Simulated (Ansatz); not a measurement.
**Hg$_{4}$Pt: pressure against volume**

Hg$_{4}$Pt, Im-3m, a = 6.285 Å. The structure is a COD entry; whether it is the stable form wasn't checked. Ansatz: r2SCAN, PAW, 500 eV, Γ-centred 8×8×8 mesh on 5 atoms, Gaussian smearing 0.10 eV; no spin polarisation. Symmetry fixes shape and atoms, so the cell is only scaled; pressure is positive in compression.

```tsv
V (Å³/atom)	P (GPa)
21.844	14.08
22.588	9.43
23.333	5.63
24.078	2.52
24.823	-0.01
25.567	-2.07
26.312	?
27.305	-5.36
```

**Question.** Take V0 = 24.823 Å³/atom, count pressures from its P0 = -0.01 GPa, fit the third-order Birch–Murnaghan form to the other rows, and predict the missing pressure.

**Answer.** With the Eulerian strain f = ½[(V0/V)^(2/3) − 1] and y = (P − P0)/[3f(1 + 2f)^(5/2)], the form is the line y = B0 + 1.5 B0 (B0′ − 4) f. Rows (f, y): 0.04448, 85.3; 0.03246, 82.8; 0.02107, 80.5; 0.01026, 78.1; -0.00975, 74.0; -0.03078, 67.9. Means f = 0.01129, y = 78.100; Σ(Δf)² = 0.003859, ΣΔfΔy = 0.8773; the slope is their ratio. y = 75.53 + 227.3 f GPa, so B0 = 75.5 GPa and B0′ = 4 + 2 × (227.3)/(3 × 75.53) = 6.01. At V = 26.312, f = -0.01905, y = 71.20 and P = -3.70 GPa. The run gave -3.73 GPa, so the fit is 0.03 GPa too high, within the rms miss on the fitted rows (0.03 GPa).

Spin–orbit coupling is left out, which can shift energies with elements as heavy as these.